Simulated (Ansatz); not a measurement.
Relaxation of a randomly generated symmetric cell of VBiO4 (space group No. 99); 6 atoms in the cell, which starts as P4mm (No. 99), tP6; a = b = 4.2840 Å, c = 4.8686 Å, α = β = γ = 90.00°. All values below come from PBE (plane waves to 420 eV, PAW, scalar-relativistic; Ansatz, an electronic-structure program). Γ-centred k-mesh 6×6×5 on the run's cell (coarser than for final values), Fermi–Dirac smearing 0.05 eV. This is the first round of the run. Spin-polarised start, with parallel moments on V.

The optimiser's lines from the output (shortened; P is positive under compression):

```
relax step   1: F+E_penalty+E_count = -17558.87976465 eV  Δ(F+E_penalty+E_count) = +0.000e0 eV  max|allowed force component| = 2.488e1 eV/Å  Δτ_max = 0.0000 Å  P = +57.926 GPa  Ω = 89.350 Å³  (17 SCF iters, dr2 threshold 1.00e-7 eV, accepted)
relax step   2: F+E_penalty+E_count = -17565.28278729 eV  Δ(F+E_penalty+E_count) = -6.403e0 eV  max|allowed force component| = 8.460e0 eV/Å  Δτ_max = 0.1377 Å  P = +17.893 GPa  Ω = 98.849 Å³  (13 SCF iters, dr2 threshold 6.00e-7 eV, accepted)
relax step   3: F+E_penalty+E_count = -17566.83293687 eV  Δ(F+E_penalty+E_count) = -1.550e0 eV  max|allowed force component| = 4.379e0 eV/Å  Δτ_max = 0.1953 Å  P = +7.245 GPa  Ω = 103.002 Å³  (14 SCF iters, dr2 threshold 6.00e-7 eV, accepted)
relax step   4: F+E_penalty+E_count = -17567.77258559 eV  Δ(F+E_penalty+E_count) = -9.396e-1 eV  max|allowed force component| = 2.472e0 eV/Å  Δτ_max = 0.1950 Å  P = +1.898 GPa  Ω = 103.336 Å³  (25 SCF iters, dr2 threshold 6.00e-7 eV, accepted)
relax step   5: F+E_penalty+E_count = -17568.44593268 eV  Δ(F+E_penalty+E_count) = -6.733e-1 eV  max|allowed force component| = 1.528e0 eV/Å  Δτ_max = 0.1951 Å  P = +0.255 GPa  Ω = 101.366 Å³  (14 SCF iters, dr2 threshold 6.00e-7 eV, accepted)
relax step   6: F+E_penalty+E_count = -17569.01239404 eV  Δ(F+E_penalty+E_count) = -5.665e-1 eV  max|allowed force component| = 1.443e0 eV/Å  Δτ_max = 0.2000 Å  P = -0.476 GPa  Ω = 95.083 Å³  (12 SCF iters, dr2 threshold 6.00e-7 eV, accepted)
relax step   7: F+E_penalty+E_count = -17569.44707060 eV  Δ(F+E_penalty+E_count) = -4.347e-1 eV  max|allowed force component| = 1.640e0 eV/Å  Δτ_max = 0.1939 Å  P = -0.318 GPa  Ω = 93.906 Å³  (12 SCF iters, dr2 threshold 6.00e-7 eV, accepted)
relax step   8: F+E_penalty+E_count = -17569.86290084 eV  Δ(F+E_penalty+E_count) = -4.158e-1 eV  max|allowed force component| = 1.551e0 eV/Å  Δτ_max = 0.1950 Å  P = +0.073 GPa  Ω = 92.929 Å³  (12 SCF iters, dr2 threshold 6.00e-7 eV, accepted)
relax step   9: F+E_penalty+E_count = -17570.20919887 eV  Δ(F+E_penalty+E_count) = -3.463e-1 eV  max|allowed force component| = 1.107e0 eV/Å  Δτ_max = 0.1932 Å  P = +0.201 GPa  Ω = 92.020 Å³  (12 SCF iters, dr2 threshold 6.00e-7 eV, accepted)
relax step  10: F+E_penalty+E_count = -17570.45211290 eV  Δ(F+E_penalty+E_count) = -2.429e-1 eV  max|allowed force component| = 5.415e-1 eV/Å  Δτ_max = 0.1950 Å  P = -0.085 GPa  Ω = 90.908 Å³  (11 SCF iters, dr2 threshold 6.00e-7 eV, accepted)
relax step  11: F+E_penalty+E_count = -17570.60559007 eV  Δ(F+E_penalty+E_count) = -1.535e-1 eV  max|allowed force component| = 1.039e-1 eV/Å  Δτ_max = 0.1777 Å  P = +1.430 GPa  Ω = 87.494 Å³  (11 SCF iters, dr2 threshold 6.00e-7 eV, accepted)
relax step  12: F+E_penalty+E_count = -17570.62970748 eV  Δ(F+E_penalty+E_count) = -2.412e-2 eV  max|allowed force component| = 3.508e-1 eV/Å  Δτ_max = 0.1006 Å  P = -1.246 GPa  Ω = 88.561 Å³  (12 SCF iters, dr2 threshold 6.00e-7 eV, accepted)
relax step  13: F+E_penalty+E_count = -17570.65654060 eV  Δ(F+E_penalty+E_count) = -2.683e-2 eV  max|allowed force component| = 1.251e-1 eV/Å  Δτ_max = 0.0506 Å  P = +0.493 GPa  Ω = 86.660 Å³  (11 SCF iters, dr2 threshold 6.00e-7 eV, accepted)
relax step  14: F+E_penalty+E_count = -17570.65496101 eV  Δ(F+E_penalty+E_count) = +1.580e-3 eV  max|allowed force component| = 1.820e-1 eV/Å  Δτ_max = 0.0442 Å  P = -0.287 GPa  Ω = 87.604 Å³  (11 SCF iters, dr2 threshold 6.00e-7 eV, accepted)
relax step  15: F+E_penalty+E_count = -17570.65876725 eV  Δ(F+E_penalty+E_count) = -3.806e-3 eV  max|allowed force component| = 3.710e-3 eV/Å  Δτ_max = 0.0155 Å  P = -0.037 GPa  Ω = 87.125 Å³  (10 SCF iters, dr2 threshold 6.00e-7 eV, accepted)
relax step  16: F+E_penalty+E_count = -17570.65883993 eV  Δ(F+E_penalty+E_count) = -7.268e-5 eV  max|allowed force component| = 3.478e-4 eV/Å  Δτ_max = 0.0014 Å  P = +0.003 GPa  Ω = 87.092 Å³  (11 SCF iters, dr2 threshold 3.81e-9 eV, accepted)
relax step  17: F+E_penalty+E_count = -17570.77286869 eV  Δ(F+E_penalty+E_count) = -1.140e-1 eV  max|allowed force component| = 1.773e-2 eV/Å  Δτ_max = 0.0000 Å  P = +1.718 GPa  Ω = 87.092 Å³  stress off target by 2.62e0 GPa  SCF on the basis re-selected at this cell (its energy is not comparable with the rows above)  (15 SCF iters)
relax step  18: F+E_penalty+E_count = -17570.80048064 eV  Δ(F+E_penalty+E_count) = -2.761e-2 eV  max|allowed force component| = 2.755e-2 eV/Å  Δτ_max = 0.0028 Å  P = +0.647 GPa  Ω = 87.926 Å³  (16 SCF iters, dr2 threshold 6.00e-7 eV, accepted)
relax step  19: F+E_penalty+E_count = -17570.81589459 eV  Δ(F+E_penalty+E_count) = -1.541e-2 eV  max|allowed force component| = 5.346e-2 eV/Å  Δτ_max = 0.0072 Å  P = +0.161 GPa  Ω = 87.952 Å³  (10 SCF iters, dr2 threshold 6.00e-7 eV, accepted)
relax step  20: F+E_penalty+E_count = -17570.81776339 eV  Δ(F+E_penalty+E_count) = -1.869e-3 eV  max|allowed force component| = 1.842e-3 eV/Å  Δτ_max = 0.0032 Å  P = -0.048 GPa  Ω = 88.255 Å³  (9 SCF iters, dr2 threshold 6.00e-7 eV, accepted)
relax step  21: F+E_penalty+E_count = -17570.81790286 eV  Δ(F+E_penalty+E_count) = -1.395e-4 eV  max|allowed force component| = 3.227e-4 eV/Å  Δτ_max = 0.0001 Å  P = +0.020 GPa  Ω = 88.195 Å³  (9 SCF iters, dr2 threshold 6.00e-9 eV, accepted)
relax step  22: F+E_penalty+E_count = -17570.81786746 eV  Δ(F+E_penalty+E_count) = +3.540e-5 eV  max|allowed force component| = 9.839e-5 eV/Å  Δτ_max = 0.0001 Å  P = -0.000 GPa  Ω = 88.212 Å³  (9 SCF iters, dr2 threshold 1.15e-9 eV, accepted)
relax step  23: F+E_penalty+E_count = -17570.82473589 eV  Δ(F+E_penalty+E_count) = -6.868e-3 eV  max|allowed force component| = 1.688e-3 eV/Å  Δτ_max = 0.0000 Å  P = +0.117 GPa  Ω = 88.212 Å³  stress off target by 2.49e-1 GPa  SCF on the basis re-selected at this cell (its energy is not comparable with the rows above)  (14 SCF iters)
relax step  24: F+E_penalty+E_count = -17570.82538104 eV  Δ(F+E_penalty+E_count) = -6.451e-4 eV  max|allowed force component| = 3.267e-3 eV/Å  Δτ_max = 0.0005 Å  P = +0.027 GPa  Ω = 88.239 Å³  (10 SCF iters, dr2 threshold 1.55e-7 eV, accepted)
relax step  25: F+E_penalty+E_count = -17570.82531916 eV  Δ(F+E_penalty+E_count) = +6.188e-5 eV  max|allowed force component| = 4.005e-5 eV/Å  Δτ_max = 0.0001 Å  P = -0.002 GPa  Ω = 88.268 Å³  (7 SCF iters, dr2 threshold 1.86e-9 eV, accepted)
relax step  26: F+E_penalty+E_count = -17570.82535501 eV  Δ(F+E_penalty+E_count) = -3.585e-5 eV  max|allowed force component| = 1.081e-4 eV/Å  Δτ_max = 0.0000 Å  P = -0.001 GPa  Ω = 88.268 Å³  stress off target by 2.75e-2 GPa  SCF on the basis re-selected at this cell (its energy is not comparable with the rows above)  (12 SCF iters)
relax step  27: F+E_penalty+E_count = -17570.82538085 eV  Δ(F+E_penalty+E_count) = -2.584e-5 eV  max|allowed force component| = 6.012e-5 eV/Å  Δτ_max = 0.0000 Å  P = -0.000 GPa  Ω = 88.263 Å³  (9 SCF iters, dr2 threshold 1.89e-9 eV, accepted)
relax step  28: F+E_penalty+E_count = -17570.82535334 eV  Δ(F+E_penalty+E_count) = +2.751e-5 eV  max|allowed force component| = 5.808e-5 eV/Å  Δτ_max = 0.0000 Å  P = -0.001 GPa  Ω = 88.263 Å³  stress off target by 7.32e-3 GPa  SCF on the basis re-selected at this cell (its energy is not comparable with the rows above)  (6 SCF iters)
```

From the first to the last row the energy changes by -1.99 eV/atom and the volume by -1.2 %. The last row is marked as not comparable with the walk above it, whose basis was carried along; it does compare with step 1, since both stand on a basis selected at the nominal cutoff for their own cell.

Energy and pressure jump between steps 16 and 17 at one geometry, where the plane-wave basis was selected anew. While the cell walks, the set of plane waves is carried along, so its effective cutoff drifts with the strain; re-selecting it at 420 eV moved the energy by -0.019 eV/atom and the pressure by 1.7 GPa. Only step 1 and rows on a re-selected basis compare with each other.

Later rounds, restarted from the end of this one on a renewed k-mesh, logged 8 more steps and released under 0.01 eV/atom more. The final structure after all rounds: P4/mmm (No. 123), tP6; a = b = 4.981 Å, c = 3.546 Å, α = β = γ = 90.00°. Between re-selections the logged energies stand on a plane-wave basis carried along with the cell. The relaxed cell holds bonded O–O pairs (1.47 Å). Spin state reached: ferromagnetic (net 0.55 μB/atom), from parallel starting moments; other spin orders were not run from this start. No Hubbard U is applied.

The run could not lose the symmetry of its start, so the end can be a saddle point.

The relaxed structure here is a generated cell of VBiO4: the first start was made by a random draw of sites in a space group, and the end was not matched to a known phase here, so it may be hypothetical. Known forms of VBiO4 include space group No. 88.
